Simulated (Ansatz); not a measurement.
Relaxed Be (hcp, Mg type):

```xyz
2
Lattice="2.2647 0.0000 0.0000 -1.1324 1.9613 0.0000 0.0000 0.0000 3.5612" Properties=species:S:1:pos:R:3 pbc="T T T"
Be     0.0000     1.3075     2.6709
Be     1.1324     0.6538     0.8903
```

The atoms are displaced by Q × the pattern below (from a DFPT mode at Γ, largest move 1; Q in Å), at fixed cell. It is one choice among 2 degenerate patterns.

```tsv
atom	x	y	z
Be1	0.000	-1.000	0.000
Be2	0.000	1.000	0.000
```

Computed with PBE (plane waves to 420 eV, PAW, scalar-relativistic; Ansatz, a quantum-chemistry and plane-wave program). k mesh 23×23×13 (Γ-centred), Fermi-Dirac smearing 0.05 eV. The energy includes the smearing's −TS. Compression counts positive. With partly filled bands, energies and forces of such displacements shift with the k mesh and the smearing. Be was relaxed with its symmetry unable to fall. ΔE is measured from the undisplaced structure.

```tsv
Q (Å)	−dE/dQ from forces (eV/Å)	P (GPa)	ΔE (eV/cell)
-0.280	4.765	7.2	0.683
-0.233	4.120	5.1	0.475
-0.187	3.328	3.2	0.301
-0.140	2.465	1.8	0.166
-0.093	1.588	0.8	0.071
-0.047	(withheld)	0.2	0.017
0.000	0.000	0.0	0.000
0.047	-0.610	0.2	(withheld)
0.093	(withheld)	0.6	0.054
0.140	-1.284	1.2	0.109
0.187	-1.326	1.9	0.171
0.233	-1.090	2.6	0.229
0.280	-0.598	3.3	0.269
```

Fill in the missing entries.


- -0.047, −dE/dQ from forces (eV/Å): 0.748
- 0.047, ΔE (eV/cell): 0.015
- 0.093, −dE/dQ from forces (eV/Å): -1.042

(A displaced cell: forces are minus the slopes of the energy, force constants its curvatures, and phonons follow from these.)
